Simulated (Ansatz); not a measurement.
InPd3 (Cu3Au type, Pm-3m) at seven volumes, DFT-PBEsol in the program Ansatz with PAW potentials, scaled uniformly. One row is withheld.

| V (Å³/atom) | P (GPa) |
|---|---|
| 14.232 | 20.90 |
| 14.701 | 12.59 |
| 15.170 | 5.71 |
| 15.639 | 0.01 |
| 16.109 | ? |
| 16.578 | -8.60 |
| 17.047 | -11.79 |

Fit the shown pressures and predict the withheld one.

P = (3/2)B₀(x^(7/2) − x^(5/2))[1 + (3/4)(B′ − 4)(x − 1)] with x = (V₀/V)^(2/3). Least squares on the six rows gives V₀ = 15.640 Å³/atom, B₀ = 172 GPa, B′ = 5.33. At V = 16.109, x = 0.9805 and P = -4.70 GPa. The run itself gave -4.71 GPa.

The first step of the workflow began from a Materials Project structure, measured or hypothetical; the Crystallography Open Database copy checked does not list it. With In and Pd taken as one species the cell has the higher symmetry Fm-3m, so it may be an ordered model of a mixed-site phase. Its standing as an ambient phase is unchecked. Symmetry was held in the PBEsol relaxation; of distortions, only those at the zone centre were tested. The run is not spin-polarised.

Potentials: the later of the program's two PAW sets.
